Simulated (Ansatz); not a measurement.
PtSe2 (CdI2 type), map of one atom of the cell

PtSe$_{2}$ (CdI2 type)

```
CELL_PARAMETERS angstrom
      3.77243     0.00000     0.00000
     -1.88622     3.26702     0.00000
      0.00000     0.00000     4.81683
ATOMIC_POSITIONS crystal
  Pt 0.00000 0.00000 0.00000
  Se 0.66667 0.33333 0.26563
  Se 0.33333 0.66667 0.73437
```

In this cell atom 1 (Pt, nearest neighbour Se at 2.526 Å; its periodic images, 3.8 Å or more away, move with it) is moved by u·(1.000, 0.000, 0.000) + v·(0.000, 1.000, 0.000); the rest is frozen.

Method: PBE-D3(BJ) (plane waves to 420 eV, PAW, scalar-relativistic; Ansatz, a first-principles code). k mesh 11×11×8 (Γ-centred), Fermi-Dirac smearing 0.05 eV. The energy includes the smearing's −TS. Points where atoms come too close for the PAW data are left out (x in tables, blank in figures). With partly filled bands, energies and forces of such displacements shift with the k mesh and the smearing. Fu and Fv are the components of the force on the atom. PtSe2 is run without spin polarisation. PtSe2 was relaxed with its symmetry unable to fall. Spin-orbit coupling is left out, though Pt is heavy. The PAW data are Ansatz's earlier set. ΔE is measured from the undisplaced structure. Axes are in Å.

ΔE (meV/cell), with u across and v down:

| v \ u | -0.630 | -0.420 | -0.210 | 0.000 | 0.210 | 0.420 | 0.630 |
|---|---|---|---|---|---|---|---|
| -0.630 | x | 4204 | 3242 | 2973 | 3242 | 4204 | x |
| -0.420 | x | 2591 | 1605 | 1297 | 1605 | 2591 | x |
| -0.210 | 3287 | 1624 | 642 | 319 | 642 | 1624 | 3287 |
| 0.000 | 2876 | 1286 | 319 | 0 | 319 | 1286 | 2876 |
| 0.210 | 3287 | 1624 | 642 | 319 | 642 | 1624 | 3287 |
| 0.420 | x | 2591 | 1605 | 1297 | 1605 | 2591 | x |
| 0.630 | x | 4204 | 3242 | 2973 | 3242 | 4204 | x |

Fv (eV/Å), with u across and v down:

```
v \ u   -0.630  -0.420  -0.210   0.000  0.210  0.420  0.630
------  ------  ------  ------  ------  -----  -----  -----
-0.630       x    9.54    9.80   10.03   9.80   9.54      x
-0.420       x    6.05    6.08    6.24   6.08   6.05      x
-0.210    3.83    3.16    3.07    3.06   3.07   3.16   3.83
0.000     0.00    0.00    0.00    0.00   0.00   0.00   0.00
0.210    -3.83   -3.16   -3.07   -3.06  -3.07  -3.16  -3.83
0.420        x   -6.05   -6.08   -6.24  -6.08  -6.05      x
0.630        x   -9.54   -9.80  -10.03  -9.80  -9.54      x
```

Key numbers:

Principal force constants in the plane (five-point differences of the forces): 14.5 eV/Å², isotropic
Centre of the map: a minimum
Lowest place on the grid: u = 0.000 Å, v = 0.000 Å (0 meV/cell)

(A displaced cell: forces are minus the slopes of the energy, force constants its curvatures, and phonons follow from these.)
